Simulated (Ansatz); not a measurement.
MgAu (CsCl type, Pm-3m) at seven volumes, DFT-LDA in the program Ansatz with PAW potentials, scaled uniformly. One row is withheld.

```csv
V (Å³/atom),P (GPa)
15.166,12.07
15.666,?
16.166,3.34
16.666,0.00
17.166,-2.81
17.666,-5.18
18.166,-7.16
```

Fit the shown pressures and predict the withheld one.

P = (3/2)B₀(x^(7/2) − x^(5/2))[1 + (3/4)(B′ − 4)(x − 1)] with x = (V₀/V)^(2/3). Least squares on the six rows gives V₀ = 16.666 Å³/atom, B₀ = 102 GPa, B′ = 4.79. At V = 15.666, x = 1.0421 and P = 7.32 GPa. The run itself gave 7.31 GPa.

The workflow started from a Materials Project entry (that database holds measured and hypothetical structures alike); the Crystallography Open Database files this formula in space group No. 221, but the cells were not matched. Whether it is the stable phase at ambient conditions was not checked. Symmetry was held in the LDA relaxation; of distortions, only those at the zone centre were tested. Spin–orbit coupling is left out wherever it is not named.

Potentials: the later of the program's two PAW sets.
